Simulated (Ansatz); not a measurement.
Computed with DFT PBE, scalar-relativistic, plane waves, PAW in Ansatz 0.2.0. Several structures of ScInTeSe from a search were relaxed, and the powder pattern of one of them was computed from 10° to 70° in 2θ (λ = 1.5406 Å).

Cu Kα1 powder pattern (kinematic, no thermal factors).
```tsv
2θ (°)	relative intensity
16.74	1
25.30	16
27.72	10
30.49	100
33.86	10
34.03	5
38.16	9
42.73	18
44.58	31
45.69	4
47.68	2
51.95	2
52.94	1
53.31	1
54.97	18
57.13	13
57.25	1
58.50	8
60.09	2
63.46	5
65.75	7
```

Problem. Which structure gives it?
A.

```
Sc In Te Se
1.0
     2.04393    1.18006   15.73061
    -2.04393    1.18006   15.73061
     0.00000   -2.36013   15.73061
Sc In Te Se
2 2 2 2
Direct
  0.75459 0.75459 0.75459
  0.24541 0.24541 0.24541
  0.50000 0.50000 0.50000
  0.00000 0.00000 0.00000
  0.38397 0.38397 0.38397
  0.61603 0.61603 0.61603
  0.11833 0.11833 0.11833
  0.88167 0.88167 0.88167
```

B.

```
Sc In Te Se
1.0
     2.04365    1.17990    7.87139
    -2.04365    1.17990    7.87139
     0.00000   -2.35981    7.87139
Sc In Te Se
1 1 1 1
Direct
  0.99720 0.99720 0.99720
  0.50563 0.50563 0.50563
  0.73880 0.73880 0.73880
  0.27037 0.27037 0.27037
```

C.

```
Sc In Te Se
1.0
     4.06177    0.00000    0.00000
    -2.03089    3.51760    0.00000
     0.00000    0.00000   15.87220
Sc In Te Se
2 2 2 2
Direct
  0.00000 0.00000 0.26377
  0.00000 0.00000 0.73623
  0.33333 0.66667 0.50000
  0.66667 0.33333 0.00000
  0.33333 0.66667 0.15217
  0.33333 0.66667 0.84783
  0.66667 0.33333 0.35483
  0.66667 0.33333 0.64517
```

Solution. C. Its strongest line, at 2θ = 30.49°, has d = λ/(2 sin θ) = 2.929 Å and is the (1 0 3) reflection of the conventional P-6m2 cell with a = 4.062 Å, c = 15.872 Å. The others have their strongest lines at 29.4° (R3m); 29.4° (R-3m). In energy it is the lowest of those shown, level with the next within the noise.

These are computed cells and needn't be stable.
